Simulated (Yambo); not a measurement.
G0W0@PBEsol for CsTaP2O8 (space group C2/m, No. 12) in Yambo. Reference settings: 2×2×1 Γ-centred k mesh, bands 2 to 307 and a 7 Ry block in the screening, 307 bands in G with the Bruneval-Gonze terminator, plasmon pole fitted at 27.2 eV. The PBEsol gap (-0.5, -0.5, 0) → Γ on this mesh is 3.40 eV; G0W0 gaps are taken between the same points.

With and without the terminator, as bands are cut:

```
bands in G (in W)  gap, terminator (eV)  gap, none (eV)  valence shift, terminator (eV)  valence shift, none (eV)
-----------------  --------------------  --------------  ------------------------------  ------------------------
120 (307)                         6.173           6.337                          -1.098                    -0.512
200 (307)                         6.134           6.213                          -1.116                    -0.761
307 (307)                         6.119           6.150                          -1.124                    -0.924
```

Over this range the gap spans 0.054 eV with the terminator and 0.187 eV without, the valence shift 0.026 eV and 0.412 eV. Neither column has reached its limit for certain.

Spin-orbit coupling is not included.

Geometry of the Materials Project entry, not relaxed at this level; primitive cell a = 5.1535 Å, b = 5.1535 Å, c = 9.0169 Å, α = 92.81°, β = 92.81°, γ = 61.77°.

The structure is a Materials Project entry; no match was found in the copy of COD used, and its stability was not checked.

A shift is the quasiparticle energy of the state minus its PBEsol energy.
